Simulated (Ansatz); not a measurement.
Theory: DFT r2SCAN, scalar-relativistic, plane waves, PAW in Ansatz.

Structure of Ti₃Cd:

```
Ti Cd
1.0
     4.13474    0.00000    0.00000
     0.00000    4.13474    0.00000
     0.00000    0.00000    4.13474
Ti Cd
3 1
Direct
  0.00000 0.50000 0.50000
  0.50000 0.00000 0.50000
  0.50000 0.50000 0.00000
  0.00000 0.00000 0.00000
```

Plane waves to 500 eV, a k mesh through Γ of 10×10×10 on the computed 4-atom cell and Gaussian smearing (0.10 eV); no spin polarisation.

Levels along Γ–X–M–Γ–R–X | R–M, in eV from the Fermi level, sorted by energy at each point. Points in fractions of the primitive reciprocal vectors: Γ (0.000 0.000 0.000), X (0.000 0.500 0.000), M (0.500 0.500 0.000), R (0.500 0.500 0.500).
```tsv
point	k (1/Å, with 2π)	band 25	band 26	band 27	band 28	band 29	band 30	band 31
Γ	0.000	-0.74	-0.74	-0.71	-0.71	1.75	1.75	1.75
-	0.108	-0.74	-0.74	-0.73	-0.68	1.49	1.49	1.66
-	0.217	-0.74	-0.74	-0.71	-0.57	1.15	1.15	1.47
-	0.326	-0.75	-0.75	-0.68	-0.39	0.89	0.89	1.30
-	0.434	-0.78	-0.78	-0.64	-0.15	0.73	0.73	1.19
-	0.543	-0.83	-0.83	-0.61	0.10	0.67	0.67	1.15
-	0.651	-0.87	-0.87	-0.58	0.33	0.67	0.67	1.16
X	0.760	-0.89	-0.89	-0.57	0.43	0.68	0.68	1.18
-	0.868	-0.97	-0.89	-0.56	0.42	0.58	0.69	1.26
-	0.977	-1.20	-0.90	-0.53	0.37	0.38	0.71	1.42
-	1.085	-1.45	-0.92	-0.49	0.16	0.29	0.74	1.25
-	1.194	-1.35	-0.94	-0.45	0.00	0.18	0.79	1.11
-	1.302	-1.34	-0.95	-0.40	-0.07	0.07	0.85	1.01
-	1.411	-1.42	-0.97	-0.37	-0.05	0.00	0.90	0.94
M	1.520	-1.47	-0.97	-0.36	-0.03	-0.03	0.93	0.93
-	1.673	-1.37	-0.97	-0.37	-0.08	0.02	0.78	1.07
-	1.827	-1.27	-0.97	-0.29	-0.19	0.18	0.45	1.42
-	1.980	-1.27	-0.98	-0.32	-0.06	0.08	0.45	1.28
-	2.134	-1.16	-0.94	-0.47	-0.25	0.32	0.81	1.03
-	2.287	-0.91	-0.86	-0.60	-0.52	0.79	1.01	1.22
-	2.441	-0.78	-0.76	-0.69	-0.68	1.32	1.34	1.59
Γ	2.594	-0.74	-0.74	-0.71	-0.71	1.75	1.75	1.75
-	2.782	-0.82	-0.82	-0.67	-0.67	1.10	1.42	1.42
-	2.970	-1.09	-1.07	-0.49	-0.49	0.44	1.04	1.04
-	3.158	-1.39	-1.27	-0.27	-0.27	0.07	0.73	0.73
-	3.346	-1.57	-1.03	-0.22	-0.22	-0.06	0.57	0.57
-	3.534	-1.58	-0.61	-0.44	-0.44	-0.02	0.69	0.69
-	3.722	-1.51	-0.63	-0.63	-0.52	0.30	0.81	0.81
R	3.910	-1.47	-0.68	-0.68	-0.68	0.52	0.84	0.84
-	4.064	-1.37	-0.71	-0.59	-0.55	0.37	0.82	0.83
-	4.217	-1.09	-0.77	-0.61	-0.29	0.05	0.75	0.76
-	4.371	-0.84	-0.82	-0.67	-0.21	0.05	0.63	0.66
-	4.524	-1.16	-0.84	-0.38	-0.20	0.45	0.49	0.58
-	4.678	-1.44	-0.86	-0.49	0.23	0.42	0.55	0.92
-	4.831	-1.06	-0.88	-0.55	0.41	0.55	0.61	1.35
X	4.985	-0.89	-0.89	-0.57	0.43	0.68	0.68	1.18
R	4.985	-1.47	-0.68	-0.68	-0.68	0.52	0.84	0.84
-	5.093	-1.47	-0.69	-0.61	-0.61	0.44	0.83	0.83
-	5.202	-1.46	-0.72	-0.48	-0.48	0.24	0.82	0.82
-	5.310	-1.44	-0.77	-0.34	-0.34	0.02	0.81	0.81
-	5.419	-1.44	-0.83	-0.21	-0.21	-0.16	0.81	0.81
-	5.527	-1.45	-0.90	-0.28	-0.11	-0.11	0.84	0.84
-	5.636	-1.47	-0.95	-0.34	-0.05	-0.05	0.90	0.90
M	5.745	-1.47	-0.97	-0.36	-0.03	-0.03	0.93	0.93
```